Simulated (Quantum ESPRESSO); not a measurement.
Simulation results for In3GaP4 (made-up cell)

All values are calculated (Quantum ESPRESSO 7.5). Calculation on a made-up crystal cell, not a measurement: periodic Kohn-Sham density functional theory in plane waves with PseudoDojo standard norm-conserving scalar-relativistic pseudopotentials, each functional with its own files (v0.5 for PBE, v0.4.1 for LDA and PBEsol), no spin polarisation, no spin-orbit coupling, atoms not relaxed, stress positive in tension, energies less a fixed whole-eV offset for each atom's element; levels are Kohn-Sham levels at fractions of this cell's reciprocal vectors, counted from the reference band (half the neutral cell's valence electrons, rounded up) at Gamma; error bars cover cutoff and k-mesh only, not smearing or the files; added strain carries the atoms with the cell, and shear is the tensor component; each bar is the largest change over components, and at least 0.002 eV, 0.002 eV per angstrom or 0.02 GPa; energies are for the whole cell, and the offsets were chosen from early runs and are not element reference energies.

```xyz
8
Lattice="5.7130 0.0000 0.0000 0.0000 5.7130 0.0000 0.0000 0.0000 5.7130" Properties=species:S:1:pos:R:3 formula=In3GaP4 lattice_type=zincblende/diamond functional=pbe cutoff=1088 fermi_dirac_smearing=0.025 scf_tolerance=1e-07 electrons_removed=0 k_mesh=4_x_4_x_4,shifted_by_half_a_step free_energy_less_offsets=-0.3809 smearing_term_minus_ts=0 scf_iterations=11 pressure=6.906 stress_xx=-7.082 stress_yy=-6.301 stress_zz=-7.335 stress_yz=1.444 stress_xz=0.8847 stress_xy=-0.5109 error_bar_energy=0.008369 error_bar_stress=0.02 error_bar_force=0.002 error_bars_from=tighter_rerun_of_a_related_cell
Ga     0.0003    -0.0797    -0.0236
In     0.1048     2.8802     2.8196
In     2.8293     0.0329     2.9228
In     2.9221     2.9228    -0.0626
P      1.5905     1.5618     1.3084
P      1.4526     4.3810     4.3787
P      4.4589     1.5219     4.2685
P      4.2312     4.1531     1.4951
```

Units: cutoff, fermi_dirac_smearing, scf_tolerance, free_energy_less_offsets, smearing_term_minus_ts, error_bar_energy in eV; pressure, stress_xx, stress_yy, stress_zz, stress_yz, stress_xz, stress_xy, error_bar_stress in GPa; error_bar_force in eV/Å.

Atoms:
```tsv
atoms element	atom site	atom energy offset (eV)
Ga	1	-2080
In	2	-1808
In	3	-1808
In	4	-1808
P	5	-189
P	6	-189
P	7	-189
P	8	-189
```

Forces:
```tsv
site	x (eV/Å)	y (eV/Å)	z (eV/Å)
1	-0.3733	0.9046	0.9316
2	0.9401	0.1345	-0.1633
3	0.8082	0.8363	-0.6512
4	0.6655	-0.2136	-1.106
5	-1.836	-2.332	0.6557
6	-0.9581	0.01668	-0.2382
7	-0.3571	-1.753	0.8302
8	1.111	2.406	-0.2588
```
